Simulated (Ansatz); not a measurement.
PbS (rock salt)

```yaml
crystal:
  lattice:
    - [0.00000, 6.00904, 6.00904]
    - [3.00452, 0.00000, 3.00452]
    - [3.00452, 3.00452, 0.00000]
  atoms:
    - { symbol: S, position: [0.00000, 0.00000, 0.00000] }
    - { symbol: S, position: [0.50000, 0.00000, 0.00000] }
    - { symbol: Pb, position: [0.25000, 0.50000, 0.50000] }
    - { symbol: Pb, position: [0.75000, 0.50000, 0.50000] }
```

A phonon eigenvector at L = (0.5, 0.0, 0.0) is frozen into this cell: atom i moves by Q times the vector below, so Q is the largest atomic displacement, in Å. The cell is held. It is one choice among 2 degenerate patterns. (q is in reciprocal vectors of the primitive cell; the cell shown is doubled to hold the pattern.)

```csv
atom,x,y,z
Pb3,0.285,-0.520,0.805
Pb4,-0.285,0.520,-0.805
```

Atoms not listed stay in place.

Computed with PBE (plane waves to 420 eV, PAW, scalar-relativistic; Ansatz, an electronic-structure program). k mesh 5×10×10 (Γ-centred), Fermi-Dirac smearing 0.05 eV. E stands for the smeared free energy. PbS was relaxed with its symmetry unable to fall. Spin-orbit coupling is left out, though Pb is heavy. The PAW data are Ansatz's earlier set. ΔE is measured from the undisplaced structure.

### Question
What ΔE (meV/cell) does the calculation give at Q (Å) = -0.180, -0.150, -0.120, -0.060, -0.030, 0.120, 0.150, 0.180?

### Answer
```json
[
 {"Q (Å)": "-0.180", "ΔE (meV/cell)": "57.8"},
 {"Q (Å)": "-0.150", "ΔE (meV/cell)": "39.9"},
 {"Q (Å)": "-0.120", "ΔE (meV/cell)": "25.4"},
 {"Q (Å)": "-0.060", "ΔE (meV/cell)": "6.3"},
 {"Q (Å)": "-0.030", "ΔE (meV/cell)": "1.6"},
 {"Q (Å)": "0.120", "ΔE (meV/cell)": "25.4"},
 {"Q (Å)": "0.150", "ΔE (meV/cell)": "39.9"},
 {"Q (Å)": "0.180", "ΔE (meV/cell)": "57.8"}
]
```

(A displaced cell: forces are minus the slopes of the energy, force constants its curvatures, and phonons follow from these.)
